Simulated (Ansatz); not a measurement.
**What DFT gives for SnPd**

```
Sn Pd
1.0
     6.25653    0.00000    0.00000
     0.00000    3.82729    0.00000
     0.00000    0.00000    6.06814
Sn Pd
4 4
Cartesian
  3.6914 0.9568 1.1044
  5.6934 0.9568 4.1385
  0.5631 2.8705 1.9297
  2.5652 2.8705 4.9637
  1.1387 0.9568 0.0425
  1.9896 0.9568 3.0765
  4.2670 2.8705 2.9916
  5.1178 2.8705 6.0257
```

The numbers come from plane-wave PAW DFT (Ansatz): r2SCAN, no spin polarisation, 500 eV, 6×9×6 Γ-centred k points, fermi-dirac occupations (width 0.1 eV). Nothing was relaxed.

Task: Give the Bader charges.

Result: Bader charges in e: Sn +0.62, Pd -0.62. In the mean Sn gives up most and Pd takes most.

Task: What is the formation energy?

Result: -0.47 eV an atom against the elements' usual phases (free molecules for gases, crystals otherwise, with no correction for O₂ or N₂), so it is bound against them; other compounds may still compete. Relaxing would lower it.

Task: What do density and ELF say about some of the short contacts?

Result: Sn–Pd at 2.60 Å: least valence density 0.41 e/Å³ and ELF 0.33 there. Pd–Pd at 2.98 Å: least valence density 0.22 e/Å³ and ELF 0.22 there. These are pseudo-fields; inside the PAW spheres they differ from the all-electron ones.

Task: Where is the largest force?

Result: The largest is on Pd5 (and as large on other atoms): 0.28 eV/Å, components (0.05, 0.00, 0.27). It makes 149° with the line to a nearest neighbour, Sn2 at 2.60 Å, pointing away from it.

Task: Is there a gap?

Result: It is a metal, with about 1.8 states/eV a cell as the mean within 0.25 eV of the Fermi level, mostly Sn p (54 %), Pd d (28 %) and Sn s (13 %).

Task: Is the cell too large or too small?

Result: The pressure is 9.0 GPa (compression positive), so with the atoms held at these fractions the cell would first expand.

Origin: a database entry at a rescaled volume.
